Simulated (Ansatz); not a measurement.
## Calculated coordination and Ti-47 quadrupole coupling for LiTi₂P₃O₁₂

Cell: a Materials Project structure (computed, not necessarily an observed phase).

```cif
data_LiTi2P3O12
_symmetry_space_group_name_H-M 'C2'
_symmetry_Int_Tables_number 5
_cell_length_a 14.9676
_cell_length_b 8.7182
_cell_length_c 8.6547
_cell_angle_alpha 90.000
_cell_angle_beta 125.310
_cell_angle_gamma 90.000
loop_
_atom_site_label
_atom_site_type_symbol
_atom_site_symmetry_multiplicity
_atom_site_Wyckoff_symbol
_atom_site_fract_x
_atom_site_fract_y
_atom_site_fract_z
Li Li 4 c 0.7461 0.9379 0.6893
Ti3 Ti 4 c 0.6120 0.2527 0.8395
Ti4 Ti 4 c 0.6108 0.7508 0.3331
P7 P 2 b 0.5000 0.9716 0.5000
P8 P 4 c 0.1454 0.1121 0.0022
P10 P 4 c 0.1406 0.8969 0.4993
P12 P 2 a 0.5000 0.0342 0.0000
O13 O 4 c 0.8504 0.8508 0.3220
O14 O 4 c 0.4663 0.3382 0.6817
O16 O 4 c 0.5671 0.0694 0.6800
O17 O 4 c 0.4138 0.8699 0.4976
O20 O 4 c 0.7641 0.1875 0.0036
O22 O 4 c 0.1580 0.9348 0.0081
O25 O 4 c 0.1484 0.0737 0.4928
O26 O 4 c 0.7640 0.8305 0.5055
O28 O 4 c 0.4187 0.1384 0.0061
O30 O 4 c 0.8382 0.1445 0.8058
O31 O 4 c 0.5662 0.9313 0.1769
O34 O 4 c 0.4656 0.6679 0.1685
```

One atom of each set is listed; the run and its k-mesh use a cell of 36 atoms with edges of 8.66, 8.66, 8.65 Å.

Method: Kohn–Sham DFT in Ansatz, PBE, plane waves and PAW, scalar-relativistic, 420 eV cutoff, Γ-centred 3×3×3 k-points, Fermi–Dirac smearing 0.02 eV.

Q(Ti-47) = 302.0 mb.

**Question.** Rank these Ti sites by |C_Q|, smallest first.
A. Ti4: 6 O at 1.92–2.00 Å
B. Ti3: 6 O at 1.92–1.99 Å

**Answer.** B (12.4 MHz, η = 0.58), A (22.3 MHz, η = 0.59).

Like point charges on the first shell alone (each adding as 1/d³) would give the same order.
